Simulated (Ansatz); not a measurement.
# Mechanical response of HgTe (F-43m)

```
Hg Te
1.0
     0.00000    3.25472    3.25472
     3.25472    0.00000    3.25472
     3.25472    3.25472    0.00000
Hg Te
1 1
Direct
  0.00000 0.00000 0.00000
  0.75000 0.75000 0.75000
```

The conventional cell has a = 6.509 Å, b = 6.509 Å, c = 6.509 Å, α = 90.00°, β = 90.00°, γ = 90.00°. Hg (atom 1) has 4 Te at 2.82 Å as nearest neighbours. Te (atom 2) has 4 Hg at 2.82 Å as nearest neighbours.

Computed, not measured; unless marked otherwise by PBEsol, all-electron LAPW in Ansatz 0.2.0, scalar-relativistic. k mesh 12×12×12, Fermi-Dirac smearing of 0.050 eV, basis error target 1 meV/atom. The cell was relaxed by PAW under this functional.

The cell is cubic and carries a residual pressure of 0.01 GPa at this level. Each strain component that symmetry leaves independent is applied at ±0.005, the ions relax wherever a strain frees them, and the stress (tension positive, GPa) is read. Shears are engineering strains, γ = 2ε.

```json
{"strain": "xx", "size": "-0.005", "σxx": "-0.2733", "σyy": "-0.1943", "σzz": "-0.1943", "σyz": "0.0000", "σxz": "0.0000", "σxy": "0.0000"}
{"strain": "xx", "size": "+0.005", "σxx": "0.2553", "σyy": "0.1738", "σzz": "0.1738", "σyz": "0.0000", "σxz": "0.0000", "σxy": "0.0000"}
{"strain": "yz", "size": "-0.005", "σxx": "-0.0069", "σyy": "-0.0068", "σzz": "-0.0068", "σyz": "-0.1057", "σxz": "0.0000", "σxy": "0.0000"}
{"strain": "yz", "size": "+0.005", "σxx": "-0.0069", "σyy": "-0.0068", "σzz": "-0.0068", "σyz": "0.1057", "σxz": "0.0000", "σxy": "0.0000"}
```

A central difference gives one constant, for example C11 ≈ (0.2553 − (-0.2733))/(0.01) = 52.9 GPa; the program then imposes the crystal's symmetry on the whole matrix.

What are the independent elastic constants?

C11 = 52.9, C12 = 36.8, C44 = 21.1 GPa.

Do they meet the Born conditions?

C11 − C12 = 16.1, C11 + 2C12 = 126.5 and C44 = 21.1 GPa must all be positive, so the crystal is elastically stable; that says nothing yet of its phonons.

What moduli does a random aggregate of grains have?

B = (C11 + 2C12)/3 = 42.2 GPa. G_V = (C11 − C12 + 3C44)/5 = 15.9 and G_R = 5(C11 − C12)C44/(4C44 + 3(C11 − C12)) = 12.8, so G_H = 14.3 GPa. Then E = 9BG/(3B + G) = 38.6 GPa, ν = (3B − 2G)/(6B + 2G) = 0.347 and B/G = 2.94, on the ductile side of Pugh's 1.75 (a rule of thumb).

With the density of 7.903 g/cm³, how fast does sound travel, and what Debye temperature follows?

```
direction  slow (m/s)  middle (m/s)  fast (m/s)
    [100]        1635          1635        2586
    [110]        1008          1635        2889
    [111]        1252          1252        2983
```

The mean of v⁻³ over directions and branches gives v_m = 1493 m/s and θ_D = (ħ/k_B) v_m (6π²n)^(1/3) = 137 K, n being atoms per volume. Young's modulus spans 23 to 54 GPa over directions, and the universal anisotropy index is 1.22.

How far do the constants move if PAW replaces LAPW in the same cell?

| constant | LAPW (GPa) | PAW (GPa) | difference |
| --- | --- | --- | --- |
| C11 | 52.9 | 52.7 | -0.2 |
| C12 | 36.8 | 36.8 | 0.0 |
| C44 | 21.1 | 21.1 | 0.0 |

How far do the constants move if all-electron PAW (datasets made for the crystal) replaces LAPW in the same cell?

```csv
constant,LAPW (GPa),all-electron PAW (datasets made for the crystal) (GPa),difference
C11,52.9,52.8,-0.1
C12,36.8,36.9,0.1
C44,21.1,21.1,0.0
```

What happens at 5 GPa (cell relaxed there)?

The volume falls to 0.9109 of its value, and C11 = 74.4, C12 = 62.6, C44 = 17.9 GPa (slopes of the stress), in this structure whether or not another phase takes over.

Known limits: the gap is so small that the run used smearing, and responses move with mesh and smearing; no spin-orbit coupling on heavy atoms; the frozen-core PAW files of the compared runs were fitted under PBE, their cores solved anew for this functional.
